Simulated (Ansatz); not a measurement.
The start is a relaxed Au cell, doubled along one cell vector, shaken by Gaussian noise of σ = 0.08 Å a coordinate. Cell shape, volume and atoms are optimised at zero target pressure with r2SCAN (plane waves to 500 eV, PAW, scalar-relativistic; Ansatz, a first-principles code). The first steps use a coarse 9×9×5 k-mesh.

Input geometry:
```
Au
1.0
    0.00000     3.03774     3.03774
    3.03774     0.00000     3.03774
    6.07549     6.07549     0.00000
Au
4
Direct
  0.76232   0.75947   0.37185
  0.75305   0.69690   0.89832
  0.52665   0.47098   0.24895
  0.48535   0.48799   0.74478
```

### Question
What is the largest force in the starting geometry, and on which atom (counted from 1)?

### Answer
1.86 eV/Å, on Au2 (atoms numbered as listed).

### Question
How does the volume per atom move from start to end?

### Answer
-37.4 %, from 28.03 to 17.55 Å³/atom.

### Question
Does it find its way back to the structure it was made from?

### Answer
It does not go back: it reaches Fm-3m (No. 225), fcc (Cu type), 0.80 eV/atom below the parent.

### Question
What does it relax into? Give the structure.

### Answer

```cif
data_Au4
_chemical_formula_sum 'Au4'
_space_group_name_H-M_alt 'Fm-3m'
_space_group_IT_number 225
_space_group_name_Hall '-F 4 2 3'
_cell_length_a 4.12490
_cell_length_b 4.12490
_cell_length_c 4.12490
_cell_angle_alpha 90.000
_cell_angle_beta 90.000
_cell_angle_gamma 90.000
loop_
_atom_site_label
_atom_site_type_symbol
_atom_site_symmetry_multiplicity
_atom_site_Wyckoff_symbol
_atom_site_fract_x
_atom_site_fract_y
_atom_site_fract_z
_atom_site_occupancy
Au1 Au 4 b 0.50000 0.50000 0.50000 1
```
(The calculation used a cell of 1 atom; values per cell refer to that cell.)

Final values are on a 22×22×22 k-mesh of the relaxed cell. No spin polarisation in the result.

Of the parent cell (Fd-3m (No. 227)): it is a generated cell of Au: the first start was made by placing the elements on the sites of a structure type, and the end was not matched to a known phase here, so it may be hypothetical. Known forms of Au include space group No. 225.
